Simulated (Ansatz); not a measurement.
Te₂Mo in space group P6_3/mmc (No. 194; Te on 4f, Mo on 2c), plane-wave PAW r²SCAN (Ansatz code), all energies at zero smearing, with the estimated change up to a 700 eV cutoff added, with one set of potentials and settings (totals compare only within such a set). Cell of 6 atoms (4 Te, 2 Mo): -37916.312 eV.

| element | reference phase | E (eV/atom) |
|---|---|---|
| Te | P3_121, 3 atoms in the cell | -6994.8235 |
| Mo | Im-3m, 1 atoms in the cell | -4967.5975 |

Formation energy per atom, worked out: (-37916.312 − 4×(-6994.8235) − 2×(-4967.5975))/6 = -0.304 eV/atom (-29 kJ per mol of atoms), at 0 K, without zero-point energy or fitted corrections.

The cell was relaxed with r²SCAN under the symmetry of its start. No spin polarisation was allowed. A crystal of weakly bound layers computed without a dispersion correction: the cell and the soft elastic constants depend strongly on that. The references are the lowest solids computed at this level, not always the standard phases. Spin–orbit coupling is left out wherever it is not named.

Potentials: the later of the program's two PAW sets.
